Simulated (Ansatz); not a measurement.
Ba$_{3}$CaTa$_{2}$O$_{9}$:
```xyz
15
Lattice="5.8188 0.0000 0.0000 -2.9094 5.0392 0.0000 0.0000 0.0000 7.1876" Properties=species:S:1:pos:R:3 pbc="T T T"
Ba     2.9094     1.6797     2.4079
Ba     0.0000     3.3595     4.7798
Ba     0.0000     0.0000     0.0000
Ca     0.0000     0.0000     3.5938
Ta     2.9094     1.6797     5.9817
Ta     0.0000     3.3595     1.2059
O     -1.3744     4.1530     2.2588
O      4.2838     0.8863     4.9288
O      0.0000     1.7725     2.2588
O      2.9094     3.2667     4.9288
O      1.3744     4.1530     2.2588
O      1.5350     0.8863     4.9288
O      1.4547     2.5196     0.0000
O      2.9094     0.0000     0.0000
O     -1.4547     2.5196     0.0000
```

Relaxed with LDA. Special points in fractions of this cell's reciprocal vectors: Γ (0.000, 0.000, 0.000); M (0.500, 0.000, 0.000); K (0.333, 0.333, 0.000); A (0.000, 0.000, 0.500); L (0.500, 0.000, 0.500); H (0.333, 0.333, 0.500).

Q: List the band energies nearest the valence-band maximum at these points for LDA (plane waves, PAW; program Ansatz).

A: In eV from the valence-band maximum; about four levels below and three above (degenerate sets whole), none deeper than 8.9 eV; points with the same levels are listed once.

| k | below | above |
|---|---|---|
| Γ | -0.22 -0.20 -0.12 -0.12 | 3.30 3.43 3.43 |
| M | -0.69 -0.68 -0.52 -0.06 | 4.09 4.66 4.74 |
| K | -0.67 -0.67 -0.34 -0.34 -0.20 | 4.77 4.84 4.84 4.85 |
| A | -0.52 -0.52 -0.01 0.00 0.00 | 3.76 3.89 3.89 |
| L | -0.49 -0.48 -0.44 -0.24 | 3.53 4.93 4.99 |
| H | -0.70 -0.70 -0.64 -0.64 -0.56 | 4.37 4.42 4.42 |

Space group P-3m1. The first step of the workflow began from a Materials Project structure, measured or hypothetical; the Crystallography Open Database copy checked does not list it. Its standing as an ambient phase is unchecked. The cell was relaxed with LDA under the symmetry of its start; of distortions, only those at the zone centre were tested, and some modes there are weakly imaginary. The run is not spin-polarised. Spin–orbit coupling is left out wherever it is not named.

Potentials: the later of the program's two PAW sets.
